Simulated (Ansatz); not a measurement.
**Vibrational response of ScGa3 at 10 GPa**

Level of theory: DFT LDA, scalar-relativistic, plane waves, PAW (Ansatz). Plane waves to 420 eV; Γ-centred k mesh 12×12×12; Fermi-Dirac smearing of 0.15 eV. No spin polarisation. Phonons by linear response, acoustic sum rule imposed.

The cell, relaxed at 10 GPa:
```
Sc Ga
1.0
     3.88020    0.00000    0.00000
     0.00000    3.88020    0.00000
     0.00000    0.00000    3.88020
Sc Ga
1 3
Cartesian
  0.0000 0.0000 0.0000
  0.0000 1.9401 1.9401
  1.9401 0.0000 1.9401
  1.9401 1.9401 0.0000
```

In a metal, frequencies and elastic constants depend on the k mesh and the smearing, soft modes and shear constants most. Other phases may be more stable at this pressure.

Q: Is this structure stable against zone-centre distortions?

A: Yes, at Γ: no optical mode is imaginary. Strains and other wave vectors aren't tested by this run.

Q: List the optical modes at Γ (i marks imaginary ones).

A:
| frequency (cm⁻¹) | degeneracy |
| --- | --- |
| 160 | 3 |
| 163 | 3 |
| 308 | 3 |

Cost: 1 run of about 3.7 core-minutes, on Arm Neoverse V2 (shared hosts).